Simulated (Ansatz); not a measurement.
F in its lowest state found on the top face of a (001) slab of Cu (P6_3/mmc (No. 194)), 10 planes, outer planes Cu (top) and Cu (bottom); 1 a cell of 5.50 Å², its atoms last:

```xyz
11
Lattice="2.5198 0.0000 0.0000 -1.2599 2.1822 0.0000 0.0000 0.0000 37.5293" Properties=species:S:1:pos:R:3 pbc="T T T"
Cu    0.0000    1.4548    8.5000
Cu    0.0000    0.0000   10.5588
Cu    1.2599    0.7274   12.6176
Cu    0.0000    0.0000   14.6764
Cu    0.0000    1.4548   16.7353
Cu    0.0000    0.0000   18.7914
Cu    1.2599    0.7274   20.8411
Cu    0.0000    0.0000   22.8972
Cu    0.0000    1.4548   24.9536
Cu    0.0000    0.0000   26.9704
F     1.2599    0.7274   28.3043
```

Computed with DFT PBEsol, scalar-relativistic, plane waves, PAW (Ansatz 0.2.0). Settings: cutoff 420 eV, Γ-centred mesh 12×12×1 on the computed 11-atom cell, Gaussian smearing of 0.10 eV; no spin polarisation. The cell repeats along c with a dipole correction in the vacuum.

The clean top face has a work function of 5.02 eV. Adsorption changes the slab's dipole along +c by Δp = -0.1204 e·Å a cell (-0.58 D an adsorbate).

(1) What change of work function does the Helmholtz equation give?

(2) How does that compare with the calculation?

(3) What does the sign say about the electrons?

Spin polarisation was left out, and a magnetic state may lie lower.

Answers

(1) A sheet of dipoles makes a step in an electron's potential energy of −e·Δp/(ε0·A), and e/ε0 = 180.95 eV·Å for Δp in e·Å: −180.95 × (-0.1204)/5.50 = +3.96 eV. This is the change of φ(top) − φ(bottom). If the bottom face is unmoved, φ(top) becomes 8.98 eV.

(2) φ(top) changes by +3.91 eV and φ(bottom) by -0.06 eV, so their difference changes by +3.97 eV. The slab is thin enough for the adsorbate to shift the Fermi level against the bottom face too.

(3) The change of dipole points into the surface (negative end outward), so the work function rises. Electrons gather on the vacuum side. Δp also holds the adsorbate's own dipole and the moves of the surface atoms, so it isn't a charge transfer alone.

The reference crystal is a form of Cu, which isn't its usual structure.